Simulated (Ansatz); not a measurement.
**ZrIn₂Se₃ (P-4m2)**

Computed with DFT PBE, scalar-relativistic, plane waves, PAW in Ansatz 0.2.0.

Settings: cutoff 420 eV, Γ-centred mesh 10×10×4 on the computed 6-atom cell, Gaussian smearing of 0.10 eV; no spin polarisation.

The structure is relaxed at this level of theory with its symmetry kept, and needn't be the ground state of this composition.

```yaml
crystal:
  lattice:
    - [3.91710, 0.00000, 0.00000]
    - [0.00000, 3.91710, 0.00000]
    - [0.00000, 0.00000, 9.20992]
  atoms:
    - { symbol: Zr, position: [0.50000, 0.50000, 0.00000] }
    - { symbol: In, position: [0.50000, 0.00000, 0.69886] }
    - { symbol: In, position: [0.00000, 0.50000, 0.30114] }
    - { symbol: Se, position: [0.50000, 0.00000, 0.36557] }
    - { symbol: Se, position: [0.00000, 0.50000, 0.63443] }
    - { symbol: Se, position: [0.00000, 0.00000, 0.00000] }
```

| Quantity | Value |
| --- | --- |
| Space group | P-4m2 (No. 115) |
| Volume per atom | 23.55 Å³ |
| Formation energy from the elements' standard states (uncorrected) | -0.417 eV/atom |
| Kohn–Sham band gap | none (metal) |
| Density of states at the Fermi level | 4.7 states/eV per cell |
| Orbital (Löwdin) character within 0.5 eV of the Fermi level | Zr 4d 52 %, Se 4p 22 %, In 5s 10 %, In 5p 9 % |
| Bader charge by site (e) | Zr (1 in the cell) 1.47, In (2 in the cell) 0.64, Se (2 in the cell) -0.76, Se (1 in the cell) -1.22 |

Another cell of ZrIn2Se3 relaxed alike, in P4/mmm, lies 205 meV/atom lower, so this cell isn't the stable form at this level.

The cell was found from a structure generator's guess, not taken from experiment. Löwdin shares on free-atom orbitals overweight diffuse shells.
